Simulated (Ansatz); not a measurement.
CeTaN₃:
Space group R3c, hexagonal axes (No. 161); a = b = 5.6530 Å, c = 13.9426 Å, α = β = 90.00°, γ = 120.00°

```
atom  site  symmetry       x       y       z
----  ----  --------  ------  ------  ------
Ce      6a        3.  0.0000  0.0000  0.0259
Ta      6a        3.  0.0000  0.0000  0.2894
N      18b         1  0.3441  0.0795  0.2221
```
(The calculation used a cell of 10 atoms; values per cell refer to that cell.)

Relaxed at zero pressure with r²SCAN (plane waves, PAW; program Ansatz).

### Question
The volume is lowered by 9 % and shape and atoms relax at that volume. What pressure results, and how do the axes share the change?

### Answer
23.6 GPa; a -2.0 %, b -2.0 %, c -5.2 %; the energy rises by 77 meV/atom.

### Question
Give the new structure.

### Answer

Space group R3c, hexagonal axes (No. 161); a = b = 5.5390 Å, c = 13.2154 Å, α = β = 90.00°, γ = 120.00°

| atom | site | symmetry | x | y | z |
|---|---|---|---|---|---|
| Ce | 6a | 3. | 0.0000 | 0.0000 | 0.0358 |
| Ta | 6a | 3. | 0.0000 | 0.0000 | 0.2905 |
| N | 18b | 1 | 0.3427 | 0.0748 | 0.2185 |

The phase is kept; no other phase was compared at this pressure.

The start of the workflow was typed in or built on a structure type; neither database checked (COD, Materials Project) lists it. Its standing as an ambient phase is unchecked. The cell was relaxed with r²SCAN under the symmetry of its start; its stability against distortions is not shown here. The workflow began spin-polarised and lost its moments. The 4f shell is in the valence. No Hubbard U is applied. Spin–orbit coupling is left out wherever it is not named.

Potentials: the earlier of the program's two PAW sets. The files were generated under PBE; for other functionals the program regenerates the frozen cores, and for LDA and PBEsol the local potential too.
